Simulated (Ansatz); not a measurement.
ZrSe:
Space group P-6m2 (No. 187); a = b = 3.507 Å, c = 3.573 Å, α = β = 90.00°, γ = 120.00°

```tsv
atom	site	symmetry	x	y	z
Zr	1a	-6m2	0.0000	0.0000	0.0000
Se	1d	-6m2	0.3333	0.6667	0.5000
```

Relaxed at zero pressure with LDA (plane waves, PAW; program Ansatz).

Question: The volume is raised by 6 % and shape and atoms relax at that volume. What pressure results, and how do the axes share the change?

Answer: -7.0 GPa; a 2.4 %, b 2.4 %, c 1.0 %; the energy rises by 26 meV/atom.

Question: Give the new structure.

Answer: 
Space group P-6m2 (No. 187); a = b = 3.5921 Å, c = 3.6096 Å, α = β = 90.00°, γ = 120.00°

| atom | site | symmetry | x | y | z |
|---|---|---|---|---|---|
| Zr | 1a | -6m2 | 0.0000 | 0.0000 | 0.0000 |
| Se | 1d | -6m2 | 0.3333 | 0.6667 | 0.5000 |

The phase is kept; no other phase was compared at this pressure.

The workflow started from a Materials Project entry (that database holds measured and hypothetical structures alike); the Crystallography Open Database copy checked does not list it. Whether it is the stable phase at ambient conditions was not checked. Symmetry was held in the LDA relaxation; whether a distortion lowers the energy is not shown. The run is not spin-polarised.

Potentials: the later of the program's two PAW sets.
